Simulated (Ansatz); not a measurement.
## WF$_{2}$: which magnetic state is lowest?

Computed with DFT PBE+U, scalar-relativistic, plane waves, PAW (Ansatz 0.2.0).

```xyz
3
Lattice="0.0000 2.6797 2.6797 2.6797 0.0000 2.6797 2.6797 2.6797 0.0000" Properties=species:S:1:pos:R:3 pbc="T T T"
W     0.0000    0.0000    0.0000
F     1.3399    1.3399    1.3399
F     4.0196    4.0196    4.0196
```

The plane-wave cutoff is 420 eV. The Γ-centred k-mesh is 10×10×10, the occupation rule is Gaussian smearing, 0.02 eV and the U_eff on Löwdin-orthogonalised atomic d orbitals is W 6.2 eV. The list of starting moments (μB, in atom order) is 2.5 0 0 and the check for lower electronic states after the SCF is on.

Each order was relaxed in cell and atoms. Spin–orbit coupling is left out, which for heavy magnetic ions can matter as much as these differences. Site moments are spin moments in atom-centred spheres that scale with the neighbour distance. The states are those that the runs reached from these starts; a lower one can exist. No antiferromagnetic start is among these.

Task: Starts tried: no spin; large parallel starting moments. Which state comes out lowest, and what are the moments?

Result: The lowest state is non-magnetic, reached from the start “no spin”, with site moments (μB) none over 0.05.

```json
{"start": "no spin", "ends": "non-magnetic", "energy above lowest (meV/atom)": "0.00", "site moments (μB)": "none over 0.05", "gap on mesh (eV)": "1.60", "volume (Å³/atom)": "12.83"}
{"start": "large parallel starting moments", "ends": "ferromagnetic", "energy above lowest (meV/atom)": "221", "site moments (μB)": "W +2.62", "gap on mesh (eV)": "metal", "volume (Å³/atom)": "15.05"}
```

Cost: 2 runs of about 0.98 core-minutes in all, on Intel Xeon Processor @ 2.70GHz (shared hosts).